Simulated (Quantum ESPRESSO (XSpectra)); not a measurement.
## S K-edge X-ray absorption spectrum (XANES) of Ga2S3 (Cc)

```
Ga2S3
1.0
    5.61505    -3.22762     0.00000
    5.61505     3.22762     0.00000
   -3.63457     0.00000     6.04491
Ga S
4 6
Direct
  0.73080   0.86346   0.38035
  0.86346   0.73080   0.88035
  0.35905   0.55281   0.37094
  0.55281   0.35905   0.87094
  0.74862   0.57148   0.49716
  0.57148   0.74862   0.99716
  0.41354   0.23946   0.48814
  0.23946   0.41354   0.98814
  0.90978   0.08900   0.01440
  0.08900   0.90978   0.51440
```

Geometry: Materials Project entry mp-539 (a computed structure). The cell is the entry's, not relaxed again.

Absorber: atom 7, S on Wyckoff site a (site symmetry 1), with 1 Ga at 2.32 Å, 2 Ga at 2.33 Å.

Simulated with Quantum ESPRESSO (XSpectra): LDA, full core hole, dipole K-edge X-ray absorption, plane waves, Troullier-Martins potentials made with ld1.x, scalar-relativistic, no spin, constant broadening.

30-atom cell (absorber images 7.0 Å apart), 38 Ry, k meshes 2×2×2 (SCF) and 3×3×3 (spectrum), Lorentzian half width 0.7 eV. The ground-state test found a gap, so occupations are fixed and the excited electron is left out (charged cell on a uniform background); energies count from the highest occupied level. Field directions run: x; y; z, weighted by the site's symmetry in the crystal. Intensities are scaled to a mean of 1 over 0–35 eV.

```
E (eV) | intensity (scaled)
     -5.0 | # 0.04
     -4.5 | # 0.05
     -4.0 | # 0.05
     -3.5 | # 0.06
     -3.0 | # 0.07
     -2.5 | # 0.08
     -2.0 | ## 0.10
     -1.5 | ## 0.12
     -1.0 | ## 0.15
     -0.5 | ### 0.19
      0.0 | #### 0.26
      0.5 | ####### 0.39
      1.0 | ########### 0.66
      1.5 | #################### 1.18
      2.0 | ############################## 1.76
      2.5 | ############################# 1.67
      3.0 | ####################### 1.33
      3.5 | ##################### 1.23
      4.0 | ####################### 1.34
      4.5 | ######################## 1.40
      5.0 | ####################### 1.37
      5.5 | ###################### 1.31
      6.0 | ###################### 1.28
      6.5 | ##################### 1.26
      7.0 | ##################### 1.21
      7.5 | #################### 1.18
      8.0 | #################### 1.18
      8.5 | #################### 1.16
      9.0 | ################### 1.10
      9.5 | ################# 1.02
     10.0 | ################ 0.96
     10.5 | ################ 0.92
     11.0 | ############### 0.87
     11.5 | ############## 0.84
     12.0 | ############## 0.84
     12.5 | ############## 0.84
     13.0 | ############### 0.86
     13.5 | ############### 0.90
     14.0 | ################ 0.93
     14.5 | ################ 0.96
     15.0 | ################# 0.99
     15.5 | ################# 1.00
     16.0 | ################# 1.00
     16.5 | ################# 1.00
     17.0 | ################# 1.01
     17.5 | ################## 1.03
     18.0 | ################## 1.03
     18.5 | ################## 1.03
     19.0 | ################# 1.02
     19.5 | ################# 0.97
     20.0 | ################ 0.92
     20.5 | ############### 0.87
     21.0 | ############### 0.85
     21.5 | ############### 0.85
     22.0 | ############### 0.87
     22.5 | ############### 0.86
     23.0 | ############## 0.85
     23.5 | ############## 0.82
     24.0 | ############## 0.81
     24.5 | ############## 0.81
     25.0 | ############## 0.82
     25.5 | ############## 0.83
     26.0 | ############### 0.86
     26.5 | ############### 0.89
     27.0 | ################ 0.92
     27.5 | ################ 0.93
     28.0 | ################ 0.94
     28.5 | ################ 0.95
     29.0 | ################ 0.96
     29.5 | ################# 1.00
     30.0 | ################## 1.05
     30.5 | ################## 1.08
     31.0 | ################## 1.07
     31.5 | ################## 1.03
     32.0 | ################# 0.99
     32.5 | ################ 0.97
     33.0 | ################ 0.94
     33.5 | ############### 0.90
     34.0 | ############### 0.86
     34.5 | ############## 0.83
```

The absolute edge energy is not computed.
